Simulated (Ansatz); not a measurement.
Si2Os in space group Fddd (No. 70; Si on 16f, Os on 8a), plane-wave PAW PBE (Ansatz code), all energies at zero smearing, with the estimated change up to a 700 eV cutoff added, with one set of potentials and settings (totals compare only within such a set). Cell of 6 atoms (4 Si, 2 Os): -25314.828 eV.

```csv
element,reference phase,E (eV/atom)
Si,"Fd-3m, 2 atoms in the cell",-635.8114
Os,"P6_3/mmc, 2 atoms in the cell",-11385.9219
```

Formation energy per atom, worked out: (-25314.828 − 4×(-635.8114) − 2×(-11385.9219))/6 = 0.044 eV/atom (4 kJ per mol of atoms), at 0 K, without zero-point energy or fitted corrections.

The cell is a constructed one: a structure type filled with these elements; neither database checked (COD, Materials Project) lists it. Its standing as an ambient phase is unchecked. The PBE relaxation kept the symmetry of its start; its stability against distortions is not shown here. No spin polarisation was allowed. The references are the lowest solids computed at this level, not always the standard phases. Scalar-relativistic: spin–orbit coupling is off unless named, which matters more the heavier the elements.

Potentials: the earlier of the program's two PAW sets.
